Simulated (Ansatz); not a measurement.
TiNF:
```yaml
crystal:
  lattice:
    - [-1.92667, 1.92667, 4.94938]
    - [1.92667, -1.92667, 4.94938]
    - [1.92667, 1.92667, -4.94938]
  atoms:
    - { symbol: Ti, position: [0.59840, 0.09840, 0.50000] }
    - { symbol: Ti, position: [0.84840, 0.84840, 0.00000] }
    - { symbol: N, position: [0.66719, 0.66719, 0.00000] }
    - { symbol: N, position: [0.41719, 0.91719, 0.50000] }
    - { symbol: F, position: [0.85941, 0.35941, 0.50000] }
    - { symbol: F, position: [0.10941, 0.10941, 0.00000] }
```

Cartesian axes are those of the cell as given.

Question: Give the high-frequency dielectric tensor and the Born effective charge tensors of the independent atoms from DFPT, DFT-PBEsol in the program Ansatz with PAW potentials.

Answer: 
ε∞:
```
6.15  0.00  0.00
0.00  6.15  0.00
0.00  0.00  7.49
```
Z* of atom 1 (Ti), rows: field, columns: displacement, in e:
```
5.45  0.00  0.00
0.00  3.95  0.00
0.00  0.00  5.27
```
Z* of atom 3 (N), rows: field, columns: displacement, in e:
```
-4.52   0.00   0.00
 0.00  -0.84   0.00
 0.00   0.00  -4.21
```
Z* of atom 5 (F), rows: field, columns: displacement, in e:
```
-3.04   0.00   0.00
 0.00  -1.00   0.00
 0.00   0.00  -1.06
```

Space group I4_1md. The workflow started from a Materials Project entry (that database holds measured and hypothetical structures alike); the Crystallography Open Database copy checked does not list it. Whether it is the stable phase at ambient conditions was not checked. Symmetry was held in the PBEsol relaxation; whether a distortion lowers the energy is not shown. The run is not spin-polarised.

Potentials: the later of the program's two PAW sets.
